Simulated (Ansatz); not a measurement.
**ZrHg: enthalpy against pressure**

ZrHg, P4/mmm, a = 3.103 Å, c = 4.253 Å. The structure is a COD entry; whether it is the stable form wasn't checked. Ansatz: PBEsol, PAW, 420 eV, Γ-centred 14×14×10 mesh on 2 atoms, Gaussian smearing 0.10 eV; no spin polarisation. Cell and atoms are relaxed at each pressure, and no other structure is tried, so the rows at high pressure may lie past a change of phase. y is the enthalpy over the state at zero pressure; there V0 = 20.472 Å³/atom. The pressures are the targets, met within 0.05 GPa.

| P (GPa) | y (eV/atom) |
| --- | --- |
| -2.0 | -0.2578 |
| 0.0 | 0.0000 |
| 2.0 | 0.2533 |
| 5.0 | 0.6258 |
| 10.0 | ? |
| 20.0 | 2.3815 |
| 40.0 | 4.5293 |

Q: Fit y = c1 P + c2 P² + c3 P³ to the other rows, say what c1 and c2 mean, and predict the missing value.

A: Least squares on the rows shown. y = 0.12763 P − 0.00049572 P² + 3.3956×10⁻⁶ P³. Since dH/dP = V, c1 is V0: 0.12763 eV/GPa × 160.2 = 20.446 Å³ against 20.472; c2 = −V0/(2B0) gives B0 = 129 GPa, where a Birch–Murnaghan fit to the volumes of the same runs (not shown) gives 116 GPa: a cubic over this range folds the higher terms into c2. At P = 10.0 the fit asked for gives 1.2301 eV/atom. The run gave 1.2289 eV/atom, so the fit is 0.0012 eV/atom too high, 0.025 % of the span of the series, against an rms of 0.0003 eV/atom on the fitted rows. With a term in P⁴ added, a fit to the same known rows predicts 1.2288 eV/atom, so most of the miss is curvature that the known rows already hold.

Spin–orbit coupling is left out, which can shift energies with elements as heavy as these.